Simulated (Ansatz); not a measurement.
The relaxed structure here is a generated cell of Nb: the first start was made by placing the elements on the sites of a structure type, and the end was not matched to a known phase here, so it may be hypothetical. Known forms of Nb include space group No. 229.

A relaxed cell of Nb (P6/mmm (No. 191)), relaxed on a k-mesh at least as fine as the one used below. Level of theory: PBE (plane waves to 420 eV, PAW, scalar-relativistic; Ansatz, a quantum-chemistry and plane-wave program). Γ-centred k-mesh 4×8×12 on the run's cell (coarser than for final values), Fermi–Dirac smearing 0.05 eV.

```
Nb
1.0
    9.77203     0.00000     0.00000
   -2.44301     4.23141     0.00000
    0.00000     0.00000     2.68186
Nb
6
Direct
  0.00000   0.00000   0.00000
  0.50000   0.00000   0.00000
  0.16667   0.66667   0.50000
  0.66667   0.66667   0.50000
  0.33333   0.33333   0.50000
  0.83333   0.33333   0.50000
```

The atoms are displaced along an unstable phonon of this cell by (Å):

| atom | ux | uy | uz |
|---|---|---|---|
| Nb1 | 0.000 | 0.000 | -0.022 |
| Nb2 | 0.000 | 0.000 | 0.022 |
| Nb3 | 0.000 | 0.000 | 0.150 |
| Nb4 | 0.000 | 0.000 | -0.150 |
| Nb5 | 0.000 | 0.000 | -0.150 |
| Nb6 | 0.000 | 0.000 | 0.150 |

Q: What forces (eV/Å) and pressure result?

A: 
| atom | Fx | Fy | Fz |
|---|---|---|---|
| Nb1 | 0.00 | 0.00 | -0.03 |
| Nb2 | 0.00 | 0.00 | 0.03 |
| Nb3 | 0.11 | 0.07 | 0.63 |
| Nb4 | 0.11 | 0.07 | -0.63 |
| Nb5 | -0.11 | -0.07 | -0.63 |
| Nb6 | -0.11 | -0.07 | 0.63 |

Pressure -0.3 GPa.

Q: Estimate the energy cost of the displacement in the harmonic approximation and compare with the calculation.

A: For a harmonic well ΔE = −½ Σ F·u = -0.189 eV a cell, or -32 meV/atom. The calculated energy relative to the undisplaced cell is -0.04 eV/atom, so the harmonic estimate holds well.

The undisplaced cell is probably no minimum: from this displacement the run went on to Pmmn (No. 59), 0.12 eV/atom below it.

No spin polarisation in the result.
